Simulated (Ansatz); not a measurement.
Consider the following.

BP:
```yaml
crystal:
  lattice:
    - [3.00817, 0.00000, 0.00000]
    - [-1.50409, 2.60515, 0.00000]
    - [0.00000, 0.00000, 2.66093]
  atoms:
    - { symbol: B, position: [0.00000, 0.00000, 0.00000] }
    - { symbol: P, position: [0.66667, 0.33333, 0.50000] }
```

This is the PBE-relaxed structure.

Question: All from PBE in the plane-wave PAW code Ansatz, unless another level is named. Estimate the electronic character.

Answer: metallic (no gap).

Question: And the formation energy from the elements (no fitted shifts)?

Answer: 0.87 eV/atom.

Question: And the density of states at the Fermi level?

Answer: 0.31 states/eV per atom (mean over ±0.08 eV).

Space group P-6m2. A made-up cell: these elements were put on the sites of a structure type; neither database checked (COD, Materials Project) lists it. It is not the phase usual at ambient conditions (space group No. 216). The cell keeps a stress of up to 0.2 GPa. Symmetry was held in the PBE relaxation; its stability against distortions is not shown here. The references are the lowest solids computed at this level, not always the standard phases.

Potentials: the later of the program's two PAW sets.
